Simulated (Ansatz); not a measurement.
GaP:
```xyz
2
Lattice="0.0000 2.7533 2.7533 2.7533 0.0000 2.7533 2.7533 2.7533 0.0000" Properties=species:S:1:pos:R:3 pbc="T T T"
Ga     0.0000     0.0000     0.0000
P      4.1299     4.1299     4.1299
```

The program Ansatz at the PBE level (PAW) gives a gap of 1.58 eV without spin–orbit coupling, maximum at Γ, minimum at Γ.

Q: What happens when spin–orbit coupling is switched on?

A: The gap shrinks by 0.03 eV, to 1.55 eV; maximum at Γ, minimum at Γ.

Q: How large is the spin–orbit splitting of the valence top at Γ?

A: The fourfold level lies 0.08 eV above the split-off pair.

Q: Give the electron effective mass with spin–orbit coupling.

A: 0.10 mₑ (isotropic).

Q: Give the hole effective mass with spin–orbit coupling, band 1 of 2 at the edge.

A: 0.39 along [100], 0.73 along [110], 0.93 along [111] (mₑ).

Q: Give the hole effective mass with spin–orbit coupling, band 2 of 2 at the edge.

A: 0.13 along [100], 0.11 along [110], 0.11 along [111] (mₑ).

Space group F-43m (zinc blende). The PBE relaxation kept the symmetry of its start.

Potentials: the earlier of the program's two PAW sets.
